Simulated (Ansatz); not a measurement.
LaN:
```
LaN
1.0
    4.10097     0.00000     0.00000
   -2.05049     3.55155     0.00000
    0.00000     0.00000     5.71973
La N
2 2
Cartesian
  0.00000   2.36770   5.67803
  2.05049   1.18385   2.81817
  0.00000   2.36770   2.38678
  2.05049   1.18385   5.24665
```

Tensor components refer to the Cartesian frame of this cell.

**Question.** Give the proper piezoelectric stress tensor with relaxed ions from LDA (plane waves, PAW; program Ansatz).

**Answer.** In C/m², rows x, y, z, Voigt columns; mesh uncertainty up to 0.01.
```
 0.00   0.00   0.00   0.00  -0.20   0.00
 0.00   0.00   0.00  -0.20   0.00   0.00
-0.23  -0.23   2.04   0.00   0.00   0.00
```

The elastic tensor of the same run (GPa):

```
      1     2     3     4     5     6
-  ----  ----  ----  ----  ----  ----
1   138   114  87.3   0.0   0.0   0.0
2   114   138  87.3   0.0   0.0   0.0
3  87.3  87.3  90.1   0.0   0.0   0.0
4   0.0   0.0   0.0  37.3   0.0   0.0
5   0.0   0.0   0.0   0.0  37.3   0.0
6   0.0   0.0   0.0   0.0   0.0  12.1
```

**Question.** Convert to strain constants d = e·S.

**Answer.** In pC/N:
```
  0.0    0.0    0.0    0.0   -5.3    0.0
  0.0    0.0    0.0   -5.3    0.0    0.0
-26.7  -26.7   74.4    0.0    0.0    0.0
```

Space group P6_3mc. The workflow started from a Materials Project entry (that database holds measured and hypothetical structures alike); the Crystallography Open Database copy checked does not list it. COD files the formula under space group No. 225, so this cell is another polymorph or a model. Whether it is the stable phase at ambient conditions was not checked. Symmetry was held in the LDA relaxation; phonons on a q-mesh show no instability. Spin–orbit coupling is left out wherever it is not named.

Potentials: the later of the program's two PAW sets.
